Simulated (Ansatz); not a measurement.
MoS$_{2}$:
```yaml
crystal:
  lattice:
    - [5.26397, 0.00000, 0.00000]
    - [0.00000, 6.02229, 0.00000]
    - [0.00000, 0.00000, 3.15853]
  atoms:
    - { symbol: Mo, position: [0.00000, 0.00000, 0.00000] }
    - { symbol: Mo, position: [0.50000, 0.50000, 0.50000] }
    - { symbol: S, position: [0.19312, 0.36019, 0.00000] }
    - { symbol: S, position: [0.69312, 0.13981, 0.50000] }
    - { symbol: S, position: [0.30688, 0.86019, 0.50000] }
    - { symbol: S, position: [0.80688, 0.63981, 0.00000] }
```

Relaxed with PBE. Special points in fractions of this cell's reciprocal vectors: Γ (0.000, 0.000, 0.000); X (0.500, 0.000, 0.000); S (0.500, 0.500, 0.000); Y (0.000, 0.500, 0.000); Z (0.000, 0.000, 0.500); U (0.500, 0.000, 0.500); R (0.500, 0.500, 0.500); T (0.000, 0.500, 0.500).

Question: List the band energies nearest the Fermi level at these points for PBE in the plane-wave PAW code Ansatz.

Answer: In eV from the Fermi level; about four levels below and three above (degenerate sets whole), none deeper than 8.9 eV; points with the same levels are listed once.

```tsv
k	below	above
Γ	-1.23 -0.38 -0.31 0.00	0.02 0.30 0.37
X	-1.18 -1.18 -1.14 -1.14	1.35 1.35 1.80 1.80
S	-1.66 -1.66 -0.39 -0.39	0.18 0.18 2.21 2.21
Y	-1.45 -1.45 -0.82 -0.82	1.19 1.19 1.58 1.58
Z	-1.85 -1.85 -0.14 -0.14	1.81 1.81 2.17 2.17
U	-1.03 -1.03 -0.17 -0.17	0.09 0.09 2.23 2.23
R	-1.66 -1.66 -0.31 -0.31	0.99 0.99 2.17 2.17
T	-2.40 -2.40 -1.29 -1.29	1.37 1.37 2.39 2.39
```

Space group Pnnm. The cell is a constructed one: a structure type filled with these elements; neither database checked (COD, Materials Project) lists it. It is not the phase usual at ambient conditions (space group No. 160, 194). The cell was relaxed with PBE under the symmetry of its start; whether a distortion lowers the energy is not shown. No spin polarisation was allowed. Spin–orbit coupling is left out wherever it is not named.

Potentials: the later of the program's two PAW sets.
